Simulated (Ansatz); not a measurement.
AlSiCN in space group P3m1 (No. 156; Al on 1b, Si on 1c, C on 1b, N on 1c) at seven volumes, plane-wave PAW PBEsol (Ansatz code), shape and atoms relaxed at each. One row is withheld.

```csv
V (Å³/atom),P (GPa)
9.481,23.65
9.794,?
10.106,6.76
10.419,0.00
10.731,-5.83
11.044,-10.86
11.356,-15.19
```

Question: Fit the shown pressures and predict the withheld one.

Answer: P = (3/2)B₀(x^(7/2) − x^(5/2))[1 + (3/4)(B′ − 4)(x − 1)] with x = (V₀/V)^(2/3). Least squares on the six rows gives V₀ = 10.419 Å³/atom, B₀ = 209 GPa, B′ = 3.90. At V = 9.794, x = 1.0421 and P = 14.59 GPa. The run itself gave 14.58 GPa.

The first step of the workflow began from a Materials Project structure, measured or hypothetical; the Crystallography Open Database copy checked does not list it. Whether it is the stable phase at ambient conditions was not checked. Symmetry was held in the PBEsol relaxation; phonons on a q-mesh show no instability.

Potentials: the later of the program's two PAW sets.
